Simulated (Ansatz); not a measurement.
The cell is COD entry 9008525, as deposited and not checked against the literature; nothing was relaxed.

Input and log of a run on La: DFT, PBE, all-electron LAPW, scalar-relativistic (Ansatz 0.2.0).

```yaml
crystal:
  lattice:
    - [3.7700018307, 0.0, 0.0]
    - [-1.8850009153, 3.2649173577, 0.0]
    - [0.0, 0.0, 12.159]
  atoms:
    - { symbol: La, position: [0.0, 0.0, 0.0] }
    - { symbol: La, position: [0.0, 0.0, 0.5] }
    - { symbol: La, position: [0.3333333333, 0.6666666667, 0.75] }
    - { symbol: La, position: [0.6666666667, 0.3333333333, 0.25] }
kpoints:
  mp_grid: { grid: [11, 11, 3] }
  band_path:
    path:
      - [0.0, 0.0, 0.0]
      - [0.5, 0.0, 0.0]
      - [0.3333333333, 0.3333333333, 0.0]
      - [0.0, 0.0, 0.0]
      - [0.0, 0.0, 0.5]
      - [0.5, 0.0, 0.5]
      - [0.3333333333, 0.3333333333, 0.5]
      - [0.0, 0.0, 0.5]
      - [0.5, 0.0, 0.5]
    npoints: 8
scf:
  occupations: { method: fermi_dirac, width: 0.03 }
hamiltonian:
  xc: pbe
  pseudopotentials: { kind: all_electron, lapw: { basis_error: 0.0005 } }
output:
  forces: true
  stress: true
  eigenvalues: true
  populations: true
  dos: { projected: true, de: 0.2, e_range: [-14, 8] }
```

Output:

```
La: projections on atomic orbitals take those of the free atom 1s2 2s2 2p6 3s2 3p6 3d10 4s2 4p6 4d10 4f0 5s2 5p6 5d1 6s2, of charge +0.00 (hamiltonian.pseudopotentials.projection_atoms)
LAPW: plane waves up to 5.833 Å⁻¹, error target 5.0e-4 eV per atom; small_component_spin mean_spin; La in spheres of 1.869 Å, 27 of its electrons in bands, Dirac shells []
Engine: ansatz 0.2.0
Pseudopotentials: kind: all_electron
Pseudopotential: La, LAPW, valence charge 27, Koelling and Harmon's equation, gaussian nucleus
Functional definition: PBE
  parameter kappa = 0.804
  parameter beta = 0.06672455060314922
  exchange = pbe_x(kappa = kappa, mu = beta*pi^2/3)
  correlation = pbe_c(beta = beta)
Crystal: 4 atoms, lattice volume = 149.662 Å³
Basis set: ecut = 129.64286592003796 eV, 515 PW (Γ), exchange–correlation at level 2
Bands: 65, of which v1, the nominal top of the filled ones, is band 54 counted from 1 (53 counted from 0)
Symmetry: 24 space group operations
Space group: P63/mmc (ITA 194), of the structure as read, at distance tolerance 5.3e-5 Å
k-points: 32 of 363
Non-local potential: La, projectors of the file, none
Initial density: superposition of atomic densities (chi_scale 0.1, normalization cell)
Initial wavefunctions: plane waves of lowest kinetic energy (no species holds an atomic orbital)
Functional: x = pbe(κ = 0.804, μ = 0.2195149727645171), c = pbe(β = 0.06672455060314922)
iter 1 solved again at ethr=2.88e-5 eV; its pass at ethr=1.00e-1 eV (dr2=3.11e-2 eV) is discarded
SCF iter   1: F=—  HF=-924432.834496 eV  |F-HF|=—  |Δ(HF+E_count)|=         —  Δρ=4.09e-3  dr2=3.10e-2  ethr=2.88e-5  ⟨swp⟩=11.6  Hψ=14931  notcnv=0
preconditioner: auto → Kerker (q_TF=auto, 2.584 Å⁻¹)  [metal: Δε(μ)=0.004 eV  Ē_g=12.423 eV  σ=0.030 eV  W_gap=0.04  n_scr=52 (ndim 8)  ℏωp=18.2 eV  f_vac=0.000  D(μ)=5.80/eV (n_scr^D=52)]
SCF iter   2: F=—  HF=-924432.827934 eV  |F-HF|=—  |Δ(HF+E_count)|=   6.56e-3  Δρ=2.80e-3  dr2=1.53e-2  ethr=2.87e-5  ⟨swp⟩=3.4  Hψ=7322  notcnv=0  defer=2
SCF iter   3: F=—  HF=-924432.831184 eV  |F-HF|=—  |Δ(HF+E_count)|=   3.25e-3  Δρ=1.46e-3  dr2=4.29e-3  ethr=1.42e-5  ⟨swp⟩=2.0  Hψ=6784  notcnv=0
SCF iter   4: F=—  HF=-924432.831674 eV  |F-HF|=—  |Δ(HF+E_count)|=   4.90e-4  Δρ=5.36e-4  dr2=6.68e-4  ethr=3.97e-6  ⟨swp⟩=2.8  Hψ=6893  notcnv=0
iter 5 solved again at ethr=5.77e-8 eV; its pass at ethr=6.19e-7 eV (dr2=6.23e-5 eV) is discarded
SCF iter   5: F=—  HF=-924432.831768 eV  |F-HF|=—  |Δ(HF+E_count)|=   9.44e-5  Δρ=1.38e-4  dr2=6.26e-5  ethr=5.77e-8  ⟨swp⟩=2.0  Hψ=11067  notcnv=0
SCF iter   6: F=—  HF=-924432.831775 eV  |F-HF|=—  |Δ(HF+E_count)|=   6.89e-6  Δρ=6.90e-5  dr2=1.92e-5  ethr=5.77e-8  ⟨swp⟩=2.8  Hψ=6790  notcnv=0
SCF iter   7: F=—  HF=-924432.831772 eV  |F-HF|=—  |Δ(HF+E_count)|=   2.45e-6  Δρ=4.70e-5  dr2=8.78e-6  ethr=1.78e-8  ⟨swp⟩=2.9  Hψ=6852  notcnv=0
SCF iter   8: F=—  HF=-924432.831772 eV  |F-HF|=—  |Δ(HF+E_count)|=   2.87e-7  Δρ=1.63e-5  dr2=7.41e-7  ethr=8.13e-9  ⟨swp⟩=2.3  Hψ=6758  notcnv=0
SCF iter   9: F=—  HF=-924432.831772 eV  |F-HF|=—  |Δ(HF+E_count)|=   1.11e-8  Δρ=5.42e-6  dr2=1.08e-7  ethr=6.86e-10  ⟨swp⟩=2.0  Hψ=6748  notcnv=0
SCF iter  10: F=-924432.831772 eV  HF=-924432.831772 eV  |F-HF|=1.26e-8  |Δ(HF+E_count)|=   5.59e-9  Δρ=1.06e-6  dr2=9.41e-9  ethr=1.00e-10  ⟨swp⟩=2.1  Hψ=6750  notcnv=0
SCF 1 converged in 10 iterations: F = -924432.831772 eV  dr2 = 9.41e-9
NSCF: frozen V_eff on 65 k-points
SCF converged after 10 iterations
Free energy (F): -924432.831772 eV
Harris-Foulkes:  -924432.831772 eV  (|F-HF|=1.26e-8)
Internal energy: -924432.813485 eV  (E = F + TS)
E sigma→0 (E₀):  -924432.822628 eV
Entropy (-TS):   -0.018287 eV (-4.572 meV/atom)
Fermi energy:    13.932082 eV
--- Per-component energies (eV) ---
  E_band       = -7688.610675
  E_kinetic    = 987312.967282
  E_xc         = -22200.718261
  E_electrostatic = -1889545.062506  (all electrons and nuclei)
  E_smearing   = -0.018287  (= −TS)
  E_closure    = 0.000000  (closes the sum)
  E_atoms      = -924413.425682  (free atoms, spherical and without spin; not in F)
  Σ components = -924432.831772   (vs F -924432.831772, Δ=0.00e0)
  Basis errors (estimates in eV, not in F): energy 9.0e-5 per atom: plane waves 6.8e-5 (3.5e-5 summed), levels above the bands 1.3e-24, relativity 4.9e-9, radial functions 2.2e-5, core shells 1.1e-7; eigenvalues (radial functions only) 4.1e-7; not estimated: angular momenta, meshes, grids; target (lapw.basis_error) 5.0e-4; muffin-tin radii La 1.869 Å
--- Forces (eV/Å), atoms counted from 1 ---
  atom   1  La     0.00000000    -0.00000000     0.00000000
  atom   2  La    -0.00000000     0.00000000    -0.00000000
  atom   3  La    -0.00000000     0.00000000     0.00000000
  atom   4  La     0.00000000    -0.00000000    -0.00000000
  max |Σ_I F_I| component: 2.78e-17 eV/Å
--- Stress (GPa, compression-positive) ---
       -0.026567       0.000000      -0.000000
        0.000000      -0.026567       0.000000
       -0.000000       0.000000      -0.327562
  P = ⅓ Tr σ = -0.1269 GPa (-1.269 kbar)
--- Band table (eV; the first three rows and the last of 32) ---
  k-point 0: bands = ["-179.3103", "-179.3103", "-179.3017", "-179.3017", "-179.3017", "-179.3017", "-179.2918", "-179.2918", "-179.2890", "-179.2890", "-179.2890", "-179.2890", "-83.2868", "-83.2868", "-83.2868", "-83.2868", "-83.2845", "-83.2845", "-83.2783", "-83.2783", "-83.2783", "-83.2783", "-83.2731", "-83.2731", "-83.2731", "-83.2731", "-83.2698", "-83.2698", "-83.2671", "-83.2671", "-83.2671", "-83.2671", "-18.9488", "-18.8511", "-18.8501", "-18.7493", "-3.3001", "-2.6507", "-2.6488", "-2.1200", "-2.1200", "-2.0322", "-2.0322", "-2.0250", "-2.0250", "-1.9347", "-1.9347", "-1.9105", "10.7119", "12.0313", "12.0362", "12.1827", "14.4141", "14.5410", "15.1590", "15.1673", "15.1824", "15.1824", "15.2538", "15.2579", "15.2579", "15.3869", "15.3869", "15.4676", "15.4676"]
  k-point 1: bands = ["-179.3103", "-179.3103", "-179.3017", "-179.3017", "-179.3017", "-179.3017", "-179.2918", "-179.2918", "-179.2890", "-179.2890", "-179.2890", "-179.2890", "-83.2868", "-83.2868", "-83.2868", "-83.2868", "-83.2845", "-83.2845", "-83.2783", "-83.2783", "-83.2783", "-83.2783", "-83.2731", "-83.2731", "-83.2731", "-83.2731", "-83.2698", "-83.2698", "-83.2671", "-83.2671", "-83.2671", "-83.2671", "-18.9358", "-18.9001", "-18.8003", "-18.7630", "-3.2170", "-2.9840", "-2.2937", "-2.1079", "-2.1079", "-2.0747", "-2.0747", "-2.0162", "-1.9819", "-1.9819", "-1.9474", "-1.9474", "10.9220", "11.4625", "12.2192", "12.2542", "14.5460", "14.8697", "14.8846", "15.2115", "15.2115", "15.2555", "15.2555", "15.2680", "15.3345", "15.3923", "15.3923", "15.4008", "15.4389"]
  k-point 2: bands = ["-179.3103", "-179.3103", "-179.3017", "-179.3017", "-179.3017", "-179.3017", "-179.2918", "-179.2918", "-179.2890", "-179.2890", "-179.2890", "-179.2890", "-83.2868", "-83.2868", "-83.2868", "-83.2868", "-83.2845", "-83.2845", "-83.2782", "-83.2782", "-83.2782", "-83.2782", "-83.2731", "-83.2731", "-83.2731", "-83.2731", "-83.2698", "-83.2698", "-83.2671", "-83.2671", "-83.2671", "-83.2671", "-18.9360", "-18.8416", "-18.8406", "-18.7434", "-3.2663", "-2.6623", "-2.6603", "-2.2055", "-2.1474", "-2.0928", "-2.0889", "-2.0516", "-2.0443", "-2.0221", "-1.9456", "-1.9246", "10.9287", "12.2305", "12.2330", "12.3860", "14.1690", "14.3858", "14.6730", "14.7062", "14.8523", "15.2677", "15.2689", "15.3250", "15.4052", "15.4416", "15.4976", "15.5298", "15.5522"]
  k-point 31: bands = ["-179.3103", "-179.3103", "-179.3017", "-179.3017", "-179.3017", "-179.3017", "-179.2918", "-179.2918", "-179.2890", "-179.2890", "-179.2890", "-179.2890", "-83.2868", "-83.2868", "-83.2868", "-83.2868", "-83.2845", "-83.2845", "-83.2782", "-83.2782", "-83.2782", "-83.2782", "-83.2731", "-83.2731", "-83.2731", "-83.2731", "-83.2698", "-83.2698", "-83.2671", "-83.2671", "-83.2671", "-83.2671", "-18.7239", "-18.7201", "-18.7099", "-18.7061", "-3.0293", "-3.0168", "-2.9477", "-2.8941", "-2.7574", "-2.7334", "-2.6425", "-2.5623", "-2.3717", "-2.2750", "-2.2333", "-2.1948", "12.8338", "12.8964", "13.4248", "13.4933", "13.7727", "13.7978", "13.8806", "14.0763", "14.6333", "14.8102", "14.8509", "15.0016", "15.4546", "15.4686", "15.4740", "15.4755", "15.5778"]
--- Löwdin populations: 4 sites ---
  site symbol       q [e]
     0     La     56.9885
     1     La     56.9885
     2     La     56.9828
     3     La     56.9828
  spilling = 0.000252 (of n_electrons = 228.000000)
```
